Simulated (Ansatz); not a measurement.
Consider the following.

C:
```cif
data_C2
_chemical_formula_sum 'C2'
_space_group_name_H-M_alt 'P 1'
_space_group_IT_number 1
_cell_length_a 2.51346
_cell_length_b 2.51346
_cell_length_c 2.51346
_cell_angle_alpha 60.000
_cell_angle_beta 60.000
_cell_angle_gamma 60.000
loop_
_space_group_symop_operation_xyz
  'x, y, z'
loop_
_atom_site_label
_atom_site_type_symbol
_atom_site_fract_x
_atom_site_fract_y
_atom_site_fract_z
_atom_site_occupancy
C1 C 0.50000 0.50000 0.50000 1
C2 C 0.75000 0.75000 0.75000 1
```

This is the r²SCAN+D4-relaxed structure.

All from r²SCAN+D4 in the plane-wave PAW code Ansatz, unless another level is named. Predict the band gap.

4.37 eV (indirect).

Predict the smallest direct gap on the standard path.

5.91 eV.

And the valence-band maximum?

at Γ.

Predict the conduction-band minimum.

on the Γ–X line, 72 % of the way from Γ (6 equivalent valleys).

Space group Fd-3m (diamond). The cell was relaxed with r²SCAN+D4 under the symmetry of its start.

Potentials: the later of the program's two PAW sets.
